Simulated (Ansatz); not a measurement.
Rocksalt alloy of MgS and CaS (18 of 32 Mg sites exchanged), 64 atoms

Ansatz, PAW, plane waves. PBEsol relaxation of volume and atoms (shape held) at the single k point (½, ½, ½); single points on the relaxed atoms at the Γ point alone, onto which points of the small cell's zone fold. Arrangement: quasirandom. No spin–orbit coupling unless named.

Relaxed structure:

```
CELL_PARAMETERS angstrom
10.89617 0.00000 0.00000
0.00000 10.89617 0.00000
0.00000 0.00000 10.89617
ATOMIC_POSITIONS crystal
S 0.24225 0.00801 0.00113
S 0.25695 0.00809 0.49983
S 0.24690 0.49178 0.00028
S 0.25057 0.49190 0.50012
S 0.75755 0.99286 0.00850
S 0.74355 0.00024 0.49210
S 0.75153 0.50771 0.00151
S 0.74961 0.50018 0.49782
S 0.00856 0.25056 0.99158
S 0.00927 0.24942 0.50857
S 0.99270 0.74879 0.99983
S 0.99990 0.75030 0.49990
S 0.49040 0.25776 0.99989
S 0.49023 0.24243 0.50070
S 0.50630 0.74201 0.00802
S 0.49961 0.75718 0.49199
S 0.99075 0.00063 0.24229
S 0.99881 0.00884 0.75886
S 0.98936 0.49914 0.24000
S 0.99015 0.49031 0.76054
S 0.51002 0.00177 0.25678
S 0.50137 0.00902 0.74430
S 0.51067 0.49805 0.24114
S 0.50937 0.49020 0.75907
S 0.25980 0.25001 0.25067
S 0.25214 0.25055 0.74978
S 0.25864 0.74982 0.24950
S 0.25032 0.74929 0.75053
S 0.73967 0.25144 0.24917
S 0.74781 0.25832 0.75051
S 0.73992 0.74841 0.24175
S 0.74901 0.74151 0.75759
Mg 0.99849 0.00211 0.00047
Mg 0.99632 0.49811 0.99933
Mg 0.50033 0.00329 0.49712
Mg 0.50411 0.49787 0.00178
Mg 0.24998 0.25191 0.99786
Mg 0.25282 0.24862 0.50231
Mg 0.75018 0.74698 0.00282
Mg 0.74735 0.99865 0.24862
Mg 0.74737 0.50097 0.24477
Mg 0.74969 0.49783 0.75708
Mg 0.00209 0.25093 0.75322
Mg 0.49985 0.25022 0.24953
Mg 0.49787 0.25084 0.75074
Mg 0.50369 0.74969 0.24847
Ca 0.00014 0.00194 0.50042
Ca 0.99864 0.49770 0.50152
Ca 0.50117 0.00152 0.00302
Ca 0.50140 0.49693 0.49836
Ca 0.24939 0.74821 0.00108
Ca 0.25185 0.75119 0.49896
Ca 0.74921 0.25340 0.99990
Ca 0.74650 0.25049 0.49978
Ca 0.74774 0.74985 0.49691
Ca 0.25347 0.00221 0.25039
Ca 0.25021 0.00436 0.75062
Ca 0.25336 0.49760 0.24783
Ca 0.25002 0.49571 0.75248
Ca 0.74992 0.00193 0.75177
Ca 0.99961 0.24997 0.24686
Ca 0.99481 0.74985 0.24652
Ca 0.99756 0.74826 0.75322
Ca 0.50177 0.74820 0.75168
```

Task: What are the mean bond lengths by pair (pairs within 1.2 times the sum of covalent radii, less contacts 15 % beyond the pair's median; cation–cation pairs of compounds aside; long ionic contacts are cut short by that bound)?

Result: Ca–S 2.770 ± 0.053 Å (standard deviation, 108 bonds); Mg–S 2.668 ± 0.055 Å (standard deviation, 84 bonds).

Task: What gap lies between the top filled and the lowest empty level in the single points?

Result: HSE06 3.66 eV (9.8 min on 7 threads of Neoverse-V2).
